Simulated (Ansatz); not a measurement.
Hf (hcp, Mg type)

```yaml
crystal:
  lattice:
    - [3.19784, 0.00000, 0.00000]
    - [-1.59892, 2.76941, 0.00000]
    - [0.00000, 0.00000, 5.04744]
  atoms:
    - { symbol: Hf, position: [0.33333, 0.66667, 0.75000] }
    - { symbol: Hf, position: [0.66667, 0.33333, 0.25000] }
```

The volume is varied about the relaxed value V₀ at fixed cell shape. Symmetry pins the atoms to their sites.

Computed with r2SCAN (plane waves to 500 eV, PAW, scalar-relativistic; Ansatz, a quantum-chemistry and plane-wave program). k mesh 17×17×9 (Γ-centred), Fermi-Dirac smearing 0.05 eV. Energies are smeared free energies. Stress and pressure are positive under compression. With the shape held, the modulus is that of even scaling; a crystal free to change shape is softer. Hf is run without spin polarisation. Hf was relaxed with its symmetry unable to fall. Spin-orbit coupling is left out, though Hf is heavy. The PAW data are Ansatz's earlier set. ΔE is measured from the relaxed starting cell. The last digit holds for this mesh only.

```tsv
V (Å³/atom)	ΔE (meV/atom)
18.774	252.8
19.668	133.4
20.562	55.7
21.456	13.1
22.350	0.0
23.244	11.7
24.138	44.2
25.032	withheld
25.926	159.2
```

Question: Fit a third-order Birch-Murnaghan form (E₀, V₀, B₀, B₀′ free) to the given rows and predict ΔE at V = 25.032.

Answer: Least squares on the 8 given rows: ΔE = E₀ + (9V₀B₀/16)·y²·[2 + (B₀′ − 4)y], y = (V₀/V)^(2/3) − 1, with V₀ = 22.351 Å³/atom, B₀ = 110.7 GPa (160.2 GPa = 1 eV/Å³; the term in eV is multiplied by 1000), B₀′ = 3.31, E₀ = 0.01 meV/atom; root-mean-square residual 0.05 meV/atom. At 25.032 the fit gives 94.2 meV/atom; the calculation gives 94.3 meV/atom, so the interpolation is off by -0.1 (-0.1 %). For the pressure the fit gives -10.4 GPa against the computed -10.4 GPa.

(Under strain, the slope of the energy per volume gives the stress and its curvature an elastic modulus.)
